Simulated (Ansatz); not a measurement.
Al2O3 (corundum)

```
CELL_PARAMETERS angstrom
      2.40441     1.38819     4.37463
     -2.40441     1.38819     4.37463
      0.00000    -2.77638     4.37463
ATOMIC_POSITIONS crystal
  Al 0.35215 0.35215 0.35215
  Al 0.14785 0.14785 0.14785
  Al 0.64785 0.64785 0.64785
  Al 0.85215 0.85215 0.85215
  O  0.55618 0.94382 0.25000
  O  0.25000 0.55618 0.94382
  O  0.94382 0.25000 0.55618
  O  0.44382 0.05618 0.75000
  O  0.75000 0.44382 0.05618
  O  0.05618 0.75000 0.44382
```

The atoms are displaced by Q × the pattern below (from a DFPT mode at Γ, largest move 1; Q in Å), at fixed cell. It is one choice among 2 degenerate patterns.

```csv
atom,x,y,z
Al1,0.470,0.417,0.000
Al2,-0.470,0.417,0.000
Al3,0.470,0.417,0.000
Al4,-0.470,0.417,0.000
O5,0.000,-0.399,-0.917
O6,0.061,-0.505,0.459
O7,-0.061,-0.505,0.459
O8,0.000,-0.399,-0.917
O9,0.061,-0.505,0.459
O10,-0.061,-0.505,0.459
```

Method: PBE (plane waves to 420 eV, PAW, scalar-relativistic; Ansatz, an electronic-structure program). k mesh 8×8×8 (Γ-centred), Fermi-Dirac smearing 0.05 eV. The energy includes the smearing's −TS. Compression counts positive. Al2O3 was relaxed with its symmetry unable to fall. ΔE is measured from the undisplaced structure.

```csv
Q (Å),ΔE (eV/cell),−dE/dQ from forces (eV/Å),P (GPa)
-0.280,2.580,18.327,10.5
-0.233,1.794,15.334,7.3
-0.187,1.150,12.299,4.7
-0.140,0.647,9.237,2.7
-0.093,0.288,6.162,1.2
-0.047,0.072,3.082,0.3
0.000,0.000,0.000,0.0
0.047,0.072,-3.082,0.3
0.093,0.288,-6.162,1.2
0.140,0.647,-9.237,2.7
0.187,1.150,-12.299,4.7
0.233,1.794,-15.334,7.3
0.280,2.580,-18.327,10.5
```

Read from the data:

Energy at Q = 0.280 Å: 2580 meV/cell
Space group of the distorted cell: Cc (No. 9), lowered from R-3c
Symmetry of the curve: even: the same for both signs
Shape of the curve: a single well with its minimum at or next to zero displacement
Harmonic wavenumber from the curvature (finite differences): 414 cm⁻¹
Wavenumber by perturbation theory (DFPT, on another k mesh): 414 cm⁻¹

(A displaced cell: forces are minus the slopes of the energy, force constants its curvatures, and phonons follow from these.)
